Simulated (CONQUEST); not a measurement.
Input and output of a self-consistent single point for Sn (I4_1/amd, 8 atoms in the cell; from Materials Project mp-117, changed as shown) (CONQUEST).

Computed with PBE, numerical atomic orbitals double-zeta with polarisation (the shipped basis), PseudoDojo norm-conserving potentials made for PBE (CONQUEST).

The change in words: lattice vector c scaled by 0.98. Reference geometry (Fd-3m):
```
Sn
1.0
    6.59231     0.00000     0.00000
    0.00000     6.59231     0.00000
    0.00000     0.00000     6.59231
Sn
8
Direct
  0.00000   0.00000   0.50000
  0.25000   0.75000   0.25000
  0.00000   0.50000   0.00000
  0.25000   0.25000   0.75000
  0.50000   0.00000   0.00000
  0.75000   0.75000   0.75000
  0.50000   0.50000   0.50000
  0.75000   0.25000   0.25000
```

Reference input (self-consistent single point, DFT, PBE, numerical atomic orbitals double-zeta with polarisation (the shipped basis), PseudoDojo norm-conserving potentials made for PBE): basis = DZP; Diag.MPMeshX, Y, Z = 4 4 4; potentials = PseudoDojo norm-conserving PBE; Grid.GridCutoff = 140 Ha; DM.SolutionMethod = diagon; Diag.SmearingType = 1; Diag.kT = 0.003675 Ha; Diag.GammaCentred = true; Diag.MPOrder = 1; minE.SCTolerance = 1.0e-06; SC.MaxIters = 100; SC.LinearMixingFactor = 0.5. This run's input differs from it in these lines:

```diff
@@ -33,3 +33,3 @@
      0.000000000     12.457656649      0.000000000
-     0.000000000      0.000000000     12.457656649
+     0.000000000      0.000000000     12.208503819
 8
```

The program printed (abridged):

```
    new_SC_potl: Starting.  Tolerance:  0.10000E-05

    PulayMixSC: Starting Pulay mixing, A_up =  0.500 A_dn =  0.500
    PulayMixSC: Spin non-polarised calculation.
    PulayMixSC: with Kerker preconditioning, q0 =  0.500
          Harris-Foulkes Energy            :      -630.370567670974424 Ha
          GroundState Energy (kT --> 0)    :      -630.370564900479167 Ha
          Free Energy (E-TS)               :      -630.370563515231424 Ha
          DFT Total Energy                 :      -630.343256550751221 Ha
          Total number of electrons        :       112.000000000006466
   [... lines left out ...]
          Total number of electrons        :       112.000179027704959
    PulayMixSC: Pulay iteration    19 residual:              0.11085E-05
          Harris-Foulkes Energy            :      -630.351856184879580 Ha
          GroundState Energy (kT --> 0)    :      -630.351847982277718 Ha
          Free Energy (E-TS)               :      -630.351843880976844 Ha
          DFT Total Energy                 :      -630.351856172595490 Ha
          Total number of electrons        :       112.000185203726332
    PulayMixSC: Pulay iteration    20 residual:              0.80184E-06
    PulayMixSC: Reached SCF tolerance of  0.80184E-06 after     20 iterations
      | Number of electrons      =       112.000185
      |* band energy as 2Tr[K.H] =       -85.824299464049233 Ha
      |  screened ion-ion energy =      -471.067955638263015 Ha
      |  Ha correction           =         2.280131045599252 Ha
      |  XC correction           =       -75.739731079494192 Ha
      | GS Energy with kT -> 0   =      -630.351847982277718 Ha
      | Free Energy as E-TS      =      -630.351843880976844 Ha
      |* Harris-Foulkes energy   =      -630.351856184879580 Ha
      |* DFT total energy        =      -630.351856172595490 Ha
      |  estimated accuracy      =        -0.000000012284090 Ha

    force: Forces on atoms (Ha/a0)
    force:  Atom   X              Y              Z
    force:     1   0.0000000000  -0.0000000000  -0.0000000000
   [... zero for the other atoms too ...]

    force: Maximum force :        0.00000000(Ha/a0) on atom         1 in z direction
    force: Force Residual:        0.00000000 Ha/a0
    force: Total stress:         -1.54071484    -1.54071484    -2.19715787 GPa
    force: Average pressure:      1.75952919 GPa

    force: Finished force
    get_E_and_F: Change in energy during last step of electronic optimisation:  0.20935E-06
```

The run converged in 20 iterations. CONQUEST prints the stress tensor with tension positive. Against the reference run the free energy goes up by 6.9 meV/atom and the pressure goes from 0.78 to 1.76 GPa.

The program uses no crystal symmetry, so grid and mesh can part values that symmetry would make equal. The atom-centred basis is finite, which shifts total energies and pressures against plane waves. The structure comes from a collection of computed structures, made at another level of theory; the collection holds predicted forms beside known ones. Its lattice was then scaled. No clean gap shows at this smearing width and mesh (spacing up to 0.24 Å⁻¹); the mesh is coarse for partly filled bands, so the values carry mesh errors. Semi-local functionals can close small gaps.

Cost on one core: around 4 core-minutes (rough).
